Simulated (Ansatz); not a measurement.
Values for one crystal, relaxed and computed with the program Ansatz at the r²SCAN level (PAW); other levels are named.

| Property | Value |
|---|---|
| Volume per atom | 15.19 Å³ |
| Electronic character | metallic (no gap) |
| Formation energy from the elements (no fitted shifts) | -0.86 eV/atom |
| Pressure derivative B′ | 4.7 |
| Density of states at the Fermi level | 0.46 states/eV per atom (mean over ±0.08 eV) |
| Gap with spin–orbit coupling | none (metallic) |
| Bulk modulus (Birch–Murnaghan fit) | 228 GPa |

Question: Pick the material that matches.
A. YSi2Au2, I4/mmm (Y on 2a, Si on 4e, Au on 4d)
B. Co2Ge, Pnma (Co on 4c, Co on 4c, Ge on 4c)
C. SrSi, Cmcm (Sr on 4c, Si on 4c)
D. NbSiPt, Pnma (Nb on 4c, Pt on 4c, Si on 4c)

Answer: D, NbSiPt, Pnma (Nb on 4c, Pt on 4c, Si on 4c)

The workflow started from an entry of the Crystallography Open Database (COD). Whether it is the stable phase at ambient conditions was not checked. Symmetry was held in the r²SCAN relaxation; whether a distortion lowers the energy is not shown. No spin polarisation was allowed. The references are the lowest solids computed at this level, not always the standard phases. Spin–orbit coupling is left out wherever it is not named.

Potentials: the later of the program's two PAW sets.
